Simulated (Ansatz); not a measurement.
**ZrPbO3: zone-centre modes**

Level of theory: DFT PBEsol, scalar-relativistic, plane waves, PAW (Ansatz). Settings: plane waves to 420 eV, k-mesh 8×8×8 (Γ-centred), Gaussian smearing 0.05 eV. Spin–orbit coupling is left out, which can shift energies with elements as heavy as these. No spin polarisation.

Zero of the scan (relaxed at this level; it needn't be the usual structure):

```
Zr Pb O
1.0
     4.14129    0.00000    0.00000
     0.00000    4.14129    0.00000
     0.00000    0.00000    4.14129
Zr Pb O
1 1 3
Direct
  0.00000 0.00000 0.00000
  0.50000 0.50000 0.50000
  0.50000 0.00000 0.00000
  0.00000 0.00000 0.50000
  0.00000 0.50000 0.00000
```

Harmonic modes by finite displacements of 0.02 Å, without the LO–TO term.

(1) At this geometry, is the structure stable against these modes?

(2) List the wavenumbers in cm⁻¹.

Answers

(1) No: 3 modes are unstable, the strongest at 134i cm⁻¹.

(2) 134i, 134i, 134i, 0, 0, 0, 70, 70, 70, 154, 154, 154, 550, 550, 550.

Cost: 1 run of about 1.9 core-minutes, on Intel Xeon Processor @ 2.50GHz (Skylake/Cascade Lake) (shared hosts).